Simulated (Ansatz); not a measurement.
SnO2 (P4_2/mnm) from a database structure, relaxed with r2SCAN, was run in Ansatz 0.2.0 under altered settings. All numbers are computed, without spin polarisation but where a row says otherwise.

```
CELL_PARAMETERS angstrom
4.76051 0.00000 0.00000
0.00000 4.76070 0.00000
0.00000 0.00000 3.20005
ATOMIC_POSITIONS crystal
Sn 0.50000 0.50000 0.50000
Sn 0.00000 0.00000 0.00000
O 0.30583 0.30592 0.00000
O 0.80583 0.19408 0.50000
O 0.19417 0.80592 0.50000
O 0.69417 0.69408 0.00000
```

The base run's other keys:
```yaml
kpoints:
  mp_grid: { grid: [2, 2, 4] }
hamiltonian:
  xc: hse06
scf:
  occupations: { method: fixed }
  n_extra_bands: 5
```

It takes 14 iterations with 1427 plane waves at 420 eV and 12 k points, and leaves a mean stress of -1.59 GPa. The gap over this mesh is 2.858 eV. It ran on 4 threads of AMD EPYC (Zen 3), on a shared host.

Outcomes, with energy and stress as changes against the base:

| setting | outcome | ΔF (meV/atom) | Δ mean stress (GPa) | gap on the mesh (eV) | iterations | wall time |
| --- | --- | --- | --- | --- | --- | --- |
| hamiltonian.xc: hf | converged | – | -6.1 | 12.097 | 27 | 29 s |
| basis.ecutwfc: 750 | converged | -5.5 | 0.0 | 2.860 | 14 | 53 s |

A dash marks a value that wasn't obtained or can't be compared. Stress is positive in compression. The base took 20 s. The base's mesh is coarse for a hybrid, so its own values aren't converged.

- hamiltonian.xc: hf. The mean stress moves by -6.1 GPa and the gap on the mesh by +9.239 eV (to 12.097). It's another functional on the same cell, so totals aren't comparable.
- basis.ecutwfc: 750. 3371 plane waves in place of 1427. The free energy moves by -5.5 meV an atom, the mean stress by 0.0 GPa and the gap on the mesh by +0.001 eV (to 2.860). The base cutoff was converged to that degree.

No spin-orbit coupling is included; it can move band edges with weight on the heavy atoms by tenths of an eV.

The program warns that its thresholds are loose for a hybrid's stress.

The meshes of the hybrids are coarse, so their gaps aren't converged to the digits shown.
